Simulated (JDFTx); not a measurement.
System: Si(111) (Fd-3m bulk; lattice of mp-149, not re-optimised at this level), (2×1) cell of 8 atoms in 4 planes, area 25.66 Å² a face, 3.9 Å between the outermost planes in a cell 22.9 Å high; k mesh 3×6×1, Fermi width 0.003 Ha, no spin polarisation. Both faces carry Cl and Br (1.00 monolayer in all).

Level of theory: PBE, GBRV ultrasoft potentials, plane waves to 20/100 Ha; code: a modified build of JDFTx. Each face has two sites a cell, capped by Cl and Cl, Cl and Br, or Br and Br, and relaxed in vacuum within the start's symmetry. The ionisation potential is minus the Kohn-Sham valence edge against vacuum. These are electronic energies without vibrational corrections.

```json
[
 {"caps": "all Cl", "energy of the cell (eV)": "-2505.177", "ionisation potential (eV)": "5.72"},
 {"caps": "half Cl, half Br", "energy of the cell (eV)": "-2426.075", "ionisation potential (eV)": "5.49"},
 {"caps": "all Br", "energy of the cell (eV)": "-2346.936", "ionisation potential (eV)": "5.29"}
]
```

A calculation by hand: the mixing energy a site, and the change of the surface dipole a site on going from Cl to Br.

The cell has four sites (two a face). Mixing energy: [-2426.075 − ½(-2505.177 + -2346.936)]/4 = -5 meV a site; no gas reference enters. That is close to ideal mixing. The ionisation potential changes by -0.43 eV. Read as a dipole layer, ΔIP = 4π(e²/4πε₀) p/A with A = 12.83 Å² a site and e²/4πε₀ = 14.40 eV Å gives p = -0.030 e Å = -0.15 D a site, negative end outward where positive. This takes the valence edge to be the same kind of state under both caps, which surface states can spoil.
